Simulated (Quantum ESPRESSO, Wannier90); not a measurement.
**Tight-binding from DFT: CsCl (rock salt)**

```
begin unit_cell_cart
ang
    0.0000000000    3.5065500000    3.5065500000
    3.5065500000    0.0000000000    3.5065500000
    3.5065500000    3.5065500000    0.0000000000
end unit_cell_cart
begin atoms_frac
Cs   0.0000000000  0.0000000000  0.0000000000
Cl   0.5000000000  0.5000000000  0.5000000000
end atoms_frac
```

Structure: Materials Project mp-573697, symmetrised, not relaxed again. COD (Crystallography Open Database) has the formula in 2 space groups, this one among them (matched by group alone). Level: PBEsol, no spin polarisation, no spin-orbit coupling; pw.x of Quantum ESPRESSO at 47 Ry with PseudoDojo potentials, 8×8×8 k-points, Wannier90. Density: 8×8×8 mesh, cold smearing 0.01 Ry. Spin-orbit coupling is left out although heavy elements are present.

Bands 2,6-8 form an isolated set from -11.91 to 0.00 eV relative to the valence-band maximum (on the path) and are turned into 4 Wannier functions by minimising the spread from the start: sp3 on Cl. Bands 3–5 (Cs 5p 97 %) lie between the kept ones and are excluded.

Centres (Cartesian, Å; one of the equivalent choices) and spreads:

```json
[
 {"n": "1", "x": "3.754", "y": "3.754", "z": "3.754", "spread (Å²)": "1.433", "nearest atom": "Cl2"},
 {"n": "2", "x": "3.754", "y": "3.260", "z": "3.260", "spread (Å²)": "1.433", "nearest atom": "Cl2"},
 {"n": "3", "x": "3.260", "y": "3.754", "z": "3.260", "spread (Å²)": "1.433", "nearest atom": "Cl2"},
 {"n": "4", "x": "3.260", "y": "3.260", "z": "3.754", "spread (Å²)": "1.433", "nearest atom": "Cl2"}
]
```

Ω_I = 5.01 Å², Ω_total = 5.73 Å²; the interpolated bands follow pw.x to 0.0 meV rms on the path. It is the lowest total spread that any start reached here.
